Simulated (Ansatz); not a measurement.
Here is an unrelaxed guess for BiO₄.

```
Bi O
1.0
    -1.90729    1.90729    4.68360
     1.90729   -1.90729    4.68360
     1.90729    1.90729   -4.68360
Bi O
1 4
Cartesian
  0.0000 0.0000 0.0000
  1.9073 0.0000 2.3418
  0.0000 1.9073 2.3418
  0.0000 0.0000 3.6038
  0.0000 0.0000 5.7634
```

The calculation used Ansatz 0.2.0, DFT PBE, scalar-relativistic, plane waves, PAW. Plane waves to 420 eV, a k mesh through Γ of 6×6×6 on the computed 5-atom cell and Gaussian smearing (0.10 eV); no spin polarisation.

Energies over the elements count from the elements' standard structures at the same level (O₂ as a molecule), with no fitted energy shifts.

Problem. Estimate its pressure, forces and energy as it stands.

Solution. The pressure is -14.2 GPa (the mean over three directions, positive in compression), the largest force is 1.59 eV/Å, and the energy is +1.25 eV/atom against the elements. The shortest distance is 2.16 Å.

Problem. Is it a good guess?

Solution. A poor one: relaxing gains about 1.1 eV/atom (the start's value is from the coarse mesh, so the gain is rough) in 21 ionic steps and ends at +0.13 eV/atom on the finer mesh. The symmetry stays I4/mmm (No. 139). The volume per atom shrinks by 14.0 %, from 13.6 to 11.7 Å³. The shortest distance goes from 2.16 Å (O–O) to 1.21 Å (O–O). The end holds O–O pairs (shortest 1.21 Å, as in O₂). The ratio c/a of the conventional cell changes by a factor of 0.59. Conventional cell: a = 4.324 Å, c = 6.266 Å. Around Bi lie 10 O at 2.53–2.67 Å and 8 O at 3.12 Å; around O on a site of symmetry -4m2 lie 4 O at 2.37 Å and 4 Bi at 2.67 Å; around O on a site of symmetry 4mm lie 1 O at 1.21 Å, 4 O at 2.37 Å and 1 Bi at 2.53 Å.

The last run used a 12×12×12 mesh for its 5-atom cell and Gaussian smearing of 0.10 eV. These runs have no spin–orbit coupling, which can matter for Bi. An odd number of electrons in the primitive cell allows no gap without spin; a larger cell or a magnetic state could open one. The relaxation can't lower the symmetry of the start, and the grade says only how near the guess is to its own end. Symmetry constrained the relaxation, so the result can be a saddle point.
